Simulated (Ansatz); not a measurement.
Input, command and steps of an Ansatz relaxation.

```yaml
crystal:
  lattice:
    - [0.0, 3.4884590418, 3.4884590418]
    - [3.4884590418, 0.0, 3.4884590418]
    - [3.4884590418, 3.4884590418, 0.0]
  atoms:
    - { symbol: Ti, position: [0.625, 0.625, 0.625], spin: -0.74 }
    - { symbol: Ti, position: [0.125, 0.625, 0.625], spin: -0.74 }
    - { symbol: Ti, position: [0.625, 0.625, 0.125], spin: -0.74 }
    - { symbol: Ti, position: [0.625, 0.125, 0.625], spin: -0.74 }
    - { symbol: Mn, position: [0.0, 0.0, 0.0], spin: 2.54 }
    - { symbol: Mn, position: [0.25, 0.25, 0.25], spin: 2.54 }
basis:
  ecutwfc: 420
kpoints:
  mp_grid: { grid: [4, 4, 4] }
hamiltonian:
  xc: pbe
scf:
  occupations: { method: gaussian, width: 0.1 }
  lower_state_search: "off"
output:
  forces: true
  stress: true
  eigenvalues: true
  populations: true
magnetization:
  spin_polarized: true
relax:
  adjacent_minimum: "off"
  f_tol: 0.04
  max_steps: 70
  cell: { stress_tol: 0.4 }
```

```bash
ansatz run input.yaml --threads 1 --pin off --max-ram 2560MiB --backend cpu --events-out ev --progress --plain --runs-dir out
```

Level of theory: Ansatz, DFT PBE, scalar-relativistic, plane waves, PAW.

Of 5 frames 5 are shown, positions in Å and forces in eV/Å; the SCF threshold varies from step to step. Steps run on the plane waves of an earlier cell, with a Pulay correction in the pressure. The basis is chosen afresh for the last frame, the zero of the energies, and at times for earlier ones too; energy and pressure step there, also at an unchanged geometry.

```xyz
6
Lattice="0.0000 3.4885 3.4885 3.4885 0.0000 3.4885 3.4885 3.4885 0.0000" Properties=species:S:1:pos:R:3:forces:R:3 pbc="T T T" step=1 free_energy_over_end_meV_per_atom=93.24 pressure_GPa=14.44
Ti    4.3606    4.3606    4.3606    0.0000    0.0000    0.0000
Ti    4.3606    2.6163    2.6163    0.0000    0.0000    0.0000
Ti    2.6163    2.6163    4.3606    0.0000    0.0000    0.0000
Ti    2.6163    4.3606    2.6163    0.0000    0.0000    0.0000
Mn    0.0000    0.0000    0.0000    0.0000    0.0000    0.0000
Mn    1.7442    1.7442    1.7442    0.0000    0.0000    0.0000
6
Lattice="0.0000 3.5997 3.5997 3.5997 0.0000 3.5997 3.5997 3.5997 0.0000" Properties=species:S:1:pos:R:3:forces:R:3 pbc="T T T" step=2 free_energy_over_end_meV_per_atom=15.41 pressure_GPa=4.66
Ti    4.4996    4.4996    4.4996    0.0000    0.0000    0.0000
Ti    4.4996    2.6998    2.6998    0.0000    0.0000    0.0000
Ti    2.6998    2.6998    4.4996    0.0000    0.0000    0.0000
Ti    2.6998    4.4996    2.6998    0.0000    0.0000    0.0000
Mn    0.0000    0.0000    0.0000    0.0000    0.0000    0.0000
Mn    1.7999    1.7999    1.7999    0.0000    0.0000    0.0000
6
Lattice="0.0000 3.6580 3.6580 3.6580 0.0000 3.6580 3.6580 3.6580 0.0000" Properties=species:S:1:pos:R:3:forces:R:3 pbc="T T T" step=3 free_energy_over_end_meV_per_atom=1.89 pressure_GPa=1.11
Ti    4.5724    4.5724    4.5724    0.0000    0.0000    0.0000
Ti    4.5724    2.7435    2.7435    0.0000    0.0000    0.0000
Ti    2.7435    2.7435    4.5724    0.0000    0.0000    0.0000
Ti    2.7435    4.5724    2.7435    0.0000    0.0000    0.0000
Mn    0.0000    0.0000    0.0000    0.0000    0.0000    0.0000
Mn    1.8290    1.8290    1.8290    0.0000    0.0000    0.0000
6
Lattice="0.0000 3.6798 3.6798 3.6798 0.0000 3.6798 3.6798 3.6798 0.0000" Properties=species:S:1:pos:R:3:forces:R:3 pbc="T T T" step=4 free_energy_over_end_meV_per_atom=1.15 pressure_GPa=-0.22
Ti    4.5998    4.5998    4.5998    0.0000    0.0000    0.0000
Ti    4.5998    2.7599    2.7599    0.0000    0.0000    0.0000
Ti    2.7599    2.7599    4.5998    0.0000    0.0000    0.0000
Ti    2.7599    4.5998    2.7599    0.0000    0.0000    0.0000
Mn    0.0000    0.0000    0.0000    0.0000    0.0000    0.0000
Mn    1.8399    1.8399    1.8399    0.0000    0.0000    0.0000
6
Lattice="0.0000 3.6798 3.6798 3.6798 0.0000 3.6798 3.6798 3.6798 0.0000" Properties=species:S:1:pos:R:3:forces:R:3 pbc="T T T" step=5 free_energy_over_end_meV_per_atom=0.00 pressure_GPa=-0.06
Ti    4.5998    4.5998    4.5998    0.0000    0.0000    0.0000
Ti    4.5998    2.7599    2.7599    0.0000    0.0000    0.0000
Ti    2.7599    2.7599    4.5998    0.0000    0.0000    0.0000
Ti    2.7599    4.5998    2.7599    0.0000    0.0000    0.0000
Mn    0.0000    0.0000    0.0000    0.0000    0.0000    0.0000
Mn    1.8399    1.8399    1.8399    0.0000    0.0000    0.0000
```

The start puts this composition into another compound's structure type, which needn't suit it. At the end the space group is Fd-3m (tolerance 0.05 Å).

Time: 45 s on 1 thread of Arm Neoverse V1, with other jobs on the host, peak memory 0.43 GiB.

The k mesh is coarse.